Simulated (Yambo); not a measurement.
Yambo run on CdOFH (space group P2_1, No. 4, within 0.06 Å of Pmn2_1). The wavefunctions are PBEsol (pw.x of Quantum ESPRESSO, ONCV potentials, without SOC) ones on a 4×2×2 mesh (34 occupied bands); a = 3.5344 Å, b = 4.8447 Å, c = 5.6280 Å, α = 90.00°, β = 90.08°, γ = 90.00°.

Yambo input:

```
rim_cut
gw0
dyson
el_el_corr
HF_and_locXC
ppa
em1d
RandQpts= 1000000
RandGvec= 1 Ry
EXXRLvcs= 102 Ry
VXCRLvcs= 408 Ry
Chimod= "HARTREE"
% BndsRnXp
 9 | 155 |
%
NGsBlkXp= 7 Ry
% LongDrXp
 1.0 | 1.0 | 1.0 |
%
PPAPntXp= 40 eV
% GbndRnge
 1 | 155 |
%
GTermKind= "BG"
DysSolver= "n"
ExtendOut
% QPkrange
 1 | 1 | 34 | 35 |
 2 | 2 | 34 | 34 |
%
```

k points by index: 1 = Γ, 2 = (0, 0, -0.5).

Table of the .qp output:

```
#    K-point    Band    Eo [eV]    E [eV]    E-Eo [eV]    Vxc [eV]    Vnlxc [eV]    Sc|Eo [eV]    Sc|E [eV]    dSc/dw|Eo [eV]    Re(Z)    Im(Z)
#
    1    34    -0.046265    -1.149984    -1.103720    -21.09690    -26.77460    4.308783    4.573978    -6.537547    0.806287    -0.001105
    1    35    1.742934    2.596088    0.853153    -12.24207    -7.993911    -3.260225    -3.395007    -4.298554    0.863580    -0.746355E-3
    2    34    0.000000    -1.090942    -1.090942    -21.17212    -26.84646    4.320589    4.583403    -6.554719    0.805877    -0.001106
```
(The two width columns are left out.) Convergence of these settings isn't established.

Geometry of the Materials Project entry, not relaxed at this level.

The structure is a Materials Project entry; no match was found in the copy of COD used, and its stability was not checked.
